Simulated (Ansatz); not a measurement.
The relaxed structure here is a generated cell of Be: the first start was made by placing the elements on the sites of a structure type, and the end was not matched to a known phase here, so it may be hypothetical. Known forms of Be include space group No. 194.

A relaxed cell of Be (Pm-3m (No. 221)), relaxed on a k-mesh at least as fine as the one used below. Level of theory: r2SCAN (plane waves to 500 eV, PAW, scalar-relativistic; Ansatz, an electronic-structure program). Γ-centred k-mesh 15×15×8 on the run's cell (coarser than for final values), Fermi–Dirac smearing 0.05 eV.

```xyz
2
Lattice="2.1716 0.0000 0.0000 0.0000 2.1716 0.0000 0.0000 0.0000 4.3432" Properties=species:S:1:pos:R:3 pbc="T T T"
Be     0.0000     0.0000     0.0000
Be     0.0000     0.0000     2.1716
```

The atoms are displaced by (Å):

```
atom      ux      uy      uz
----  ------  ------  ------
Be1   -0.012  -0.063   0.078
Be2    0.054   0.032  -0.053
```

### Question
What forces (eV/Å) and pressure result?

### Answer
```csv
atom,Fx,Fy,Fz
Be1,-0.19,-0.27,-0.83
Be2,0.19,0.27,0.83
```

Pressure +0.6 GPa.

The undisplaced cell is probably no minimum: from this displacement the run went on to Fm-3m (No. 225), 0.97 eV/atom below it.

No spin polarisation in the result.
